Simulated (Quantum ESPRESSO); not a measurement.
**Band energies of WOF₄**

```xyz
6
Lattice="-3.3239 3.3239 1.9962 3.3239 -3.3239 1.9962 3.3239 3.3239 -1.9962" Properties=species:S:1:pos:R:3 pbc="T T T"
O      0.0000     0.0000     2.2487
F      2.7929    -1.5720     2.2969
F      1.7519     0.5310     0.3008
F      0.5310     4.8958     0.3008
F      1.5720     2.7929     2.2969
W      0.0000     0.0000     3.9776
```

PBEsol (Quantum ESPRESSO, PseudoDojo norm-conserving, 84 Ry, without SOC); path ΓXMΓZPNZ1M,XP; energies in eV from the valence-band maximum.

| k (1/Å) | point | band 20 | band 21 | band 22 | band 23 | band 24 | band 25 | band 26 | band 27 |
|---|---|---|---|---|---|---|---|---|---|
| 0.00 | Γ | -0.99 | -0.81 | -0.76 | -0.76 | -0.74 | 4.75 | 4.87 | 4.87 |
| 0.22 |  | -1.04 | -0.83 | -0.76 | -0.75 | -0.62 | 4.74 | 4.85 | 4.87 |
| 0.67 | X | -1.12 | -0.81 | -0.78 | -0.61 | -0.58 | 4.69 | 4.77 | 4.86 |
| 1.11 |  | -1.10 | -0.82 | -0.68 | -0.61 | -0.53 | 4.60 | 4.81 | 4.83 |
| 1.34 | M | -1.11 | -0.82 | -0.61 | -0.61 | -0.55 | 4.58 | 4.82 | 4.82 |
| 1.53 |  | -1.11 | -0.82 | -0.65 | -0.63 | -0.52 | 4.60 | 4.82 | 4.82 |
| 1.90 |  | -1.14 | -0.84 | -0.75 | -0.72 | -0.54 | 4.70 | 4.83 | 4.86 |
| 2.28 | Γ | -0.99 | -0.81 | -0.76 | -0.76 | -0.74 | 4.75 | 4.87 | 4.87 |
| 2.64 |  | -1.04 | -1.00 | -0.75 | -0.40 | -0.36 | 4.74 | 5.30 | 5.39 |
| 3.00 |  | -1.19 | -1.11 | -0.68 | -0.03 | -0.02 | 4.69 | 5.99 | 6.10 |
| 3.35 | Z | -1.25 | -1.18 | -0.61 | -0.11 | -0.10 | 4.62 | 5.60 | 5.70 |
| 3.72 |  | -1.22 | -1.03 | -0.63 | -0.05 | -0.02 | 4.68 | 5.91 | 5.97 |
| 4.08 | P | -1.25 | -1.23 | -0.62 | -0.01 | -0.01 | 4.70 | 6.05 | 6.05 |
| 4.55 | N | -1.04 | -0.96 | -0.65 | -0.01 | -0.01 | 4.69 | 6.05 | 6.07 |
| 4.92 |  | -1.20 | -1.11 | -0.63 | -0.05 | -0.04 | 4.65 | 5.81 | 5.91 |
| 5.10 | Z1 | -1.25 | -1.18 | -0.61 | -0.11 | -0.10 | 4.62 | 5.60 | 5.70 |
| 5.23 |  | -1.29 | -1.16 | -0.58 | -0.25 | -0.23 | 4.61 | 5.29 | 5.39 |
| 5.48 |  | -1.12 | -1.01 | -0.56 | -0.56 | -0.54 | 4.58 | 4.86 | 4.90 |
| 5.61 | M | -1.11 | -0.82 | -0.61 | -0.61 | -0.55 | 4.58 | 4.82 | 4.82 |
| 5.61 | X | -1.12 | -0.81 | -0.78 | -0.61 | -0.58 | 4.69 | 4.77 | 4.86 |
| 5.87 |  | -1.12 | -1.08 | -0.61 | -0.57 | -0.36 | 4.69 | 5.04 | 5.13 |
| 6.13 |  | -1.19 | -1.17 | -0.62 | -0.19 | -0.06 | 4.70 | 5.67 | 5.73 |
| 6.39 | P | -1.25 | -1.23 | -0.62 | -0.01 | -0.01 | 4.70 | 6.05 | 6.05 |

The PBEsol gap is indirect, 4.58 eV, from 75 % of the way from Z to P to M; the smallest direct gap is 4.66 eV. Another valence extremum on the path lies within 0.02 eV, too close to call.

Spin-orbit coupling is left out, which matters for elements this heavy: edges can move by tenths of an eV.

Geometry relaxed with PBE+D3(BJ).

The structure is a Materials Project entry; no match was found in the copy of COD used, and its stability was not checked.
